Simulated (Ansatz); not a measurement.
BP in space group Pm-3n (No. 223; B on 6d, P on 6c), DFT-PBE in the program Ansatz with PAW potentials, all energies at zero smearing, with the estimated change up to a 700 eV cutoff added, with one set of potentials and settings (totals compare only within such a set). Cell of 12 atoms (6 B, 6 P): -5471.239 eV.

```csv
element,reference phase,E (eV/atom)
B,"R-3m, 12 atoms in the cell",-155.9170
P,"Cmce, 4 atoms in the cell",-755.6733
```

Formation energy per atom, worked out: (-5471.239 − 6×(-155.9170) − 6×(-755.6733))/12 = -0.141 eV/atom (-14 kJ per mol of atoms), at 0 K, without zero-point energy or fitted corrections.

The start of the workflow was typed in or built on a structure type; neither database checked (COD, Materials Project) lists it. It is not the phase usual at ambient conditions (space group No. 216). The PBE relaxation kept the symmetry of its start; whether a distortion lowers the energy is not shown. The references are the lowest solids computed at this level, not always the standard phases.

Potentials: the earlier of the program's two PAW sets.
